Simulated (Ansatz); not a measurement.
Crystals of one structure type (rock salt) and one family of elements, relaxed and computed with r²SCAN (plane waves, PAW; program Ansatz); HSE06 gaps on those cells.

```csv
crystal,gap (eV),HSE06 gap (eV)
BeS,1.33,1.73
BaTe,2.00,2.35
CaSe,2.52,3.00
BaS,2.58,?
MgS,3.46,3.80
SrO,3.80,4.79
CaO,4.20,5.31
```

Problem. Fit a straight line to E_g(HSE06) against E_g and predict the withheld value.

Solution. Least squares on the 6 shown rows: E_g(HSE06) = 1.233 × E_g + (-0.061), with a scatter of 0.21. For BaS this gives 3.12. The run itself gave 3.14, within the scatter.

Typed or built starts, not in the databases checked: BeS, rock salt. All cells were relaxed under the symmetry of their starts (and spin orders); stability against distortions was not tested throughout. Spin–orbit coupling is left out wherever it is not named.

Potentials: the later of the program's two PAW sets.
